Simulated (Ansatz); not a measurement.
# One input, then a changed one: Ba (bcc type)

First run: DFT, PBEsol, PAW with Ansatz's default frozen-core files, scalar-relativistic (Ansatz 0.2.0).

Command: `ansatz run input.yaml --threads 1 --pin off --max-ram 2048MiB --backend cpu --events-out ev --progress --plain --runs-dir out` It took 2.6 s on 1 thread of Arm Neoverse V1, on a shared host, peak memory 0.31 GiB.

```yaml
crystal:
  lattice:
    - [-2.3545483062, 2.3545483062, 2.3545483062]
    - [2.3545483062, -2.3545483062, 2.3545483062]
    - [2.3545483062, 2.3545483062, -2.3545483062]
  atoms:
    - { symbol: Ba, position: [0.0, 0.0, 0.0] }
kpoints:
  mp_grid: { grid: [11, 11, 11] }
scf:
  occupations: { method: fermi_dirac, width: 0.08 }
hamiltonian:
  xc: pbesol
  pseudopotentials: { kind: paw }
output:
  forces: true
  stress: true
  eigenvalues: true
  populations: true
```

The base cell comes from a relaxation on PAW files under the same functional, and the cell shown is scaled from it.

This run: volume at 0.9 of the series' base cell.

It converges in 6 SCF iterations at a pressure of 1.14 GPa, cutoff 420 eV.

A second input differs as follows:

```diff
 scf:
-  occupations: { method: fermi_dirac, width: 0.08 }
+  occupations: { method: fixed }
+  max_iter: 75
 hamiltonian:
```

**Question.** What is wrong with it, and what does the program do?

**Answer.** The change was made to test fixed occupations whatever the gap. The run converges in 6 SCF iterations at a pressure of 1.68 GPa, cutoff 420 eV, free energy +88.0 meV/atom against the first run's. Compare each number with the sound run's before taking it for a property of the system. The log ends:
```
  P = ⅓ Tr σ = 1.6830 GPa (16.830 kbar)
--- Band table (eV; the first three rows and the last of 56) ---
  k-point 0: bands = ["-21.2961", "-6.0715", "-6.0715", "-6.0715", "4.4309", "9.2749", "9.2749", "9.2749", "10.9983"]
  k-point 1: bands = ["-21.2885", "-6.1455", "-6.0931", "-6.0723", "4.6263", "9.1034", "9.1701", "9.4593", "10.6626"]
  k-point 2: bands = ["-21.2679", "-6.3363", "-6.1502", "-6.0744", "5.1462", "8.7285", "8.7895", "9.9970", "10.5097"]
  k-point 55: bands = ["-21.1318", "-6.6392", "-6.6253", "-6.6253", "6.4710", "6.5032", "11.5419", "11.5419", "11.8054"]
--- Löwdin populations: 1 site ---
  site symbol       q [e]
     0     Ba      9.3516
  spilling = 0.064842 (of n_electrons = 10.000000)
```
